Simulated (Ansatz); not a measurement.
A relaxed structure of GaP is spoiled in several ways and relaxed again each time (noise and exchanges are one random draw each; pressure is positive under compression). Method: PBE (plane waves to 420 eV, PAW, scalar-relativistic; Ansatz, a quantum-chemistry and plane-wave program).

Space group F-43m (No. 216); a = b = c = 5.506 Å, α = β = γ = 90.00°

```tsv
atom	site	symmetry	x	y	z
P	4c	-43m	0.2500	0.2500	0.2500
Ga	4a	-43m	0.0000	0.0000	0.0000
```
(The calculation used a cell of 2 atoms; values per cell refer to that cell.)

```csv
change,first pressure (GPa),first V (Å³/atom),released (eV/atom),moves,outcome,final group,E − E(parent) (eV/atom)
with every coordinate shifted by Gaussian noise of σ = 0.1 Å,1.8,20.86,0.13,4,returns to the parent,F-43m,0.000
with every coordinate shifted by Gaussian noise of σ = 0.1 Å,3.2,20.86,0.22,4,returns to the parent,F-43m,0.000
"deformed by the Cartesian strain tensor (xx, yy, zz, yz, xz, xy) = (0.045, -0.109, 0.075, 0.010, -0.041, 0.005)",0.1,20.85,0.11,6,returns to the parent,F-43m,0.000
"doubled along one cell vector, shaken by Gaussian noise of σ = 0.08 Å a coordinate",1.8,20.86,0.12,3,returns to the parent,F-43m,0.000
```

First-step values come from each run's starting, coarser k-mesh (7×7×7, 7×8×7, 7×4×7). The runs use different k-meshes, so differences are rounded accordingly. No spin polarisation in the result.
